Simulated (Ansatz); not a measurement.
Given:

SnSe:
```
SnSe
1.0
   11.33261     0.00000     0.00000
    0.00000     4.11732     0.00000
    0.00000     0.00000     4.31292
Sn Se
4 4
Direct
  0.61772   0.75000   0.40583
  0.38228   0.25000   0.59417
  0.88228   0.25000   0.90583
  0.11772   0.75000   0.09417
  0.14234   0.25000   0.52416
  0.85766   0.75000   0.47584
  0.35766   0.75000   0.02416
  0.64234   0.25000   0.97584
```

This is the LDA-relaxed structure. Cartesian axes are those of the cell as given.

All from LDA (plane waves, PAW; program Ansatz), unless another level is named. Give the hole effective mass.

0.11, 0.24, 0.51 mₑ (principal values).

Predict the formation energy from the elements (no fitted shifts).

-0.43 eV/atom.

Give the valence-band maximum.

on the Γ–Z line, 70 % of the way from Γ (k = 0.000, 0.000, 0.348 in fractions of the reciprocal vectors).

Give the conduction-band minimum.

off the standard path, at k = (-0.056, 0.322, 0.000) in fractions of the reciprocal vectors.

Space group Pnma. Symmetry was held in the LDA relaxation. A crystal of weakly bound layers computed without a dispersion correction: the cell and the soft elastic constants depend strongly on that. The references are the lowest solids computed at this level, not always the standard phases. Spin–orbit coupling is left out wherever it is not named.

Potentials: the earlier of the program's two PAW sets. The files were generated under PBE; for other functionals the program regenerates the frozen cores, and for LDA and PBEsol the local potential too.

Edges and masses are those of Kohn–Sham bands, whose gap is no quasiparticle gap.
